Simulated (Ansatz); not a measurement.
One crystal and one scan (energy against volume) at two levels, PBE (plane waves to 420 eV, PAW, scalar-relativistic; Ansatz, a quantum-chemistry and plane-wave program) and r2SCAN (plane waves to 500 eV, PAW, scalar-relativistic; Ansatz), each from its own relaxed cell and on its own mesh. The cell shown is that of PBE.

Ge$_{2}$Sb$_{2}$Te$_{5}$ (Ge2Sb2Te5-Kooi type, space group P-3m1)

```yaml
crystal:
  lattice:
    - [4.29328, 0.00000, 0.00000]
    - [-2.14664, 3.71809, 0.00000]
    - [0.00000, 0.00000, 17.63419]
  atoms:
    - { symbol: Te, position: [0.00000, 0.00000, 0.00000] }
    - { symbol: Ge, position: [0.66667, 0.33333, 0.09824] }
    - { symbol: Ge, position: [0.33333, 0.66667, 0.90176] }
    - { symbol: Te, position: [0.33333, 0.66667, 0.19409] }
    - { symbol: Te, position: [0.66667, 0.33333, 0.80591] }
    - { symbol: Sb, position: [0.00000, 0.00000, 0.30944] }
    - { symbol: Sb, position: [0.00000, 0.00000, 0.69056] }
    - { symbol: Te, position: [0.66667, 0.33333, 0.40641] }
    - { symbol: Te, position: [0.33333, 0.66667, 0.59359] }
```

Equation-of-state scan: isotropic scaling of the cell above, V₀ being its volume. The atoms relax within the cell's symmetry.

The energy includes the smearing's −TS. Ge2Sb2Te5 was relaxed with its symmetry unable to fall. Spin-orbit coupling is left out, though Sb and Te are heavy. With the shape held, the modulus is that of even scaling; a crystal free to change shape is softer. Percentages come from the unrounded values. Both scans cover V/V₀ from 0.840 to 1.160.

```csv
quantity,PBE,r2SCAN,PBE − r2SCAN
Lattice constant a (Å),4.293,4.266,+0.027 (+0.6 %)
Lattice constant c (Å),17.63,17.62,+0.01
Relaxed volume (Å³/atom),31.28,30.86,+0.42 (+1.4 %)
Pressure at the smallest volume (GPa),8.6,9.2,-0.6 (-7 %)
Energy cost of the largest compression (meV/atom),107,118,-11 (-9 %)
Energy cost of the largest expansion (meV/atom),40,47,-7 (-16 %)
Bulk modulus at fixed cell shape B₀ (third-order Birch-Murnaghan fit) (GPa),25.4,29.3,-3.9 (-13 %)
Pressure derivative B₀′ (fit),8.0,7.2,+0.8 (+12 %)
Pressure for 5 % compression (fit) (GPa),1.6,1.8,-0.2
```

PBE gives the higher value for: lattice constant a; relaxed volume; pressure derivative B₀′. PBE gives the lower value for: pressure at the smallest volume; energy cost of the largest compression; energy cost of the largest expansion; bulk modulus at fixed cell shape B₀. They agree on: lattice constant c (within 0.2 %). Neither level is exact: the differences show how much the result hangs on the functional.

ΔE (meV/atom), each from the relaxed starting cell of its own level:

```
V/V₀   PBE  r2SCAN
-----  ---  ------
0.840  107     118
0.867   69      76
0.893   40      45
0.920   21      24
0.947    8      10
0.973    2       2
1.000    0       0
1.027    2       2
1.053    6       7
1.080   12      15
1.107   20      24
1.133   29      35
1.160   40      47
```

(Under strain, the slope of the energy per volume gives the stress and its curvature an elastic modulus.)
